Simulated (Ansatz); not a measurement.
A geometry of Ba away from equilibrium: the start of the relaxation of a relaxed Ba cell, doubled along one cell vector, shaken by Gaussian noise of σ = 0.08 Å a coordinate. Calculation: r2SCAN (plane waves to 500 eV, PAW, scalar-relativistic; Ansatz, an electronic-structure program). Γ-centred k-mesh 9×5×9 on the run's cell (coarser than for final values), Fermi–Dirac smearing 0.05 eV.

```xyz
2
Lattice="-2.5362 2.5362 2.5362 5.0724 -5.0724 5.0724 2.5362 2.5362 -2.5362" Properties=species:S:1:pos:R:3:forces:R:3 pbc="T T T" free_energy=-11929.192 pressure_GPa=0.0
Ba    -0.1105    -0.0670     0.2118   -0.0331    0.0338   -0.1032
Ba     2.5391    -2.5443     2.5360    0.0331   -0.0338    0.1032
```

Positions in Å, forces in eV/Å, free energy of the cell in eV (comparable only within this code, potentials and settings). Largest force: 0.11 eV/Å, on Ba1, Ba2 (atoms numbered as listed); the geometry lies under 0.01 eV/atom above the end of its relaxation.

No spin polarisation in the result.

The run could not lose the symmetry of its start: the end is stationary, and may be a saddle point rather than a minimum.

The end of the path is a generated cell of Ba: the first start was made by placing the elements on the sites of a structure type, and the end was not matched to a known phase here, so it may be hypothetical. Known forms of Ba include space group No. 229.
